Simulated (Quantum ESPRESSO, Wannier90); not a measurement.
Tight-binding from DFT: Ir (fcc (Cu type))

Cell from Materials Project (mp-101), symmetrised, no further relaxation. This is the element's usual structure. Computed values, not measurements, from PBEsol: Quantum ESPRESSO (norm-conserving PseudoDojo potentials, cutoff 55 Ry, no spin polarisation, no spin-orbit coupling) on a Γ-centred 12×12×12 mesh, then Wannier90. Density: 18×18×18 mesh, cold smearing 0.01 Ry. Spin-orbit coupling is left out although heavy elements are present.

Input w.win:

```
num_bands = 17
num_wann = 9
exclude_bands = 1-4
num_iter = 0
conv_tol = 1.0e-6
conv_window = 4
dis_num_iter = 1000
dis_conv_tol = 1.0e-6
dis_froz_max = 26.91
write_hr = true
write_u_matrices = true
begin projections
Ir: s;p;d
end projections
begin unit_cell_cart
ang
    0.0000000000    1.9269650000    1.9269650000
    1.9269650000    0.0000000000    1.9269650000
    1.9269650000    1.9269650000    0.0000000000
end unit_cell_cart
begin atoms_frac
Ir   0.0000000000  0.0000000000  0.0000000000
end atoms_frac
mp_grid = 12 12 12
begin kpoints
0.0000000000 0.0000000000 0.0000000000
0.0000000000 0.0000000000 0.0833333333
0.0000000000 0.0000000000 0.1666666667
... (1725 more lines: the 12x12x12 mesh through Gamma)
end kpoints
```

On the energy scale of pw.x, whose zero is arbitrary, the Fermi level lies at 25.41 eV. Lines of w_hr.dat (R1 R2 R3 m n Re Im, eV) for R = 0 and one of the shortest lattice vectors, rounded to 0.01 eV, lines under 0.02 eV left out; orbitals in order: Ir1 s, Ir1 pz, Ir1 px, Ir1 py, Ir1 dz2, Ir1 dxz, Ir1 dyz, Ir1 dx2-y2, Ir1 dxy.

```
    0    0    0    1    1    30.34     0.00
    0    0    0    2    2    38.92     0.00
    0    0    0    3    3    38.92     0.00
    0    0    0    4    4    38.92     0.00
    0    0    0    5    5    23.00     0.00
    0    0    0    6    6    22.95     0.00
    0    0    0    7    7    22.95     0.00
    0    0    0    8    8    23.00     0.00
    0    0    0    9    9    22.95     0.00
   -1    0    0    1    1    -0.90     0.00
   -1    0    0    2    1     1.48     0.00
   -1    0    0    4    1     1.48     0.00
   -1    0    0    5    1    -0.30     0.00
   -1    0    0    7    1    -0.84     0.00
   -1    0    0    8    1     0.52     0.00
   -1    0    0    1    2    -1.48     0.00
   -1    0    0    2    2     1.40     0.00
   -1    0    0    4    2     2.10     0.00
   -1    0    0    5    2    -0.07     0.00
   -1    0    0    7    2    -0.91     0.00
   -1    0    0    8    2     0.72     0.00
   -1    0    0    6    3     0.19     0.00
   -1    0    0    9    3     0.19     0.00
   -1    0    0    1    4    -1.48     0.00
   -1    0    0    2    4     2.10     0.00
   -1    0    0    4    4     1.40     0.00
   -1    0    0    5    4    -0.59     0.00
   -1    0    0    7    4    -0.91     0.00
   -1    0    0    8    4     0.42     0.00
   -1    0    0    1    5    -0.30     0.00
   -1    0    0    2    5     0.07     0.00
   -1    0    0    4    5     0.59     0.00
   -1    0    0    5    5     0.35     0.00
   -1    0    0    7    5    -0.24     0.00
   -1    0    0    8    5     0.42     0.00
   -1    0    0    3    6    -0.19     0.00
   -1    0    0    6    6     0.25     0.00
   -1    0    0    9    6     0.33     0.00
   -1    0    0    1    7    -0.84     0.00
   -1    0    0    2    7     0.91     0.00
   -1    0    0    4    7     0.91     0.00
   -1    0    0    5    7    -0.24     0.00
   -1    0    0    7    7    -0.88     0.00
   -1    0    0    8    7     0.41     0.00
   -1    0    0    1    8     0.52     0.00
   -1    0    0    2    8    -0.72     0.00
   -1    0    0    4    8    -0.42     0.00
   -1    0    0    5    8     0.42     0.00
   -1    0    0    7    8     0.41     0.00
   -1    0    0    8    8    -0.14     0.00
   -1    0    0    3    9    -0.19     0.00
   -1    0    0    6    9     0.33     0.00
   -1    0    0    9    9     0.25     0.00
```
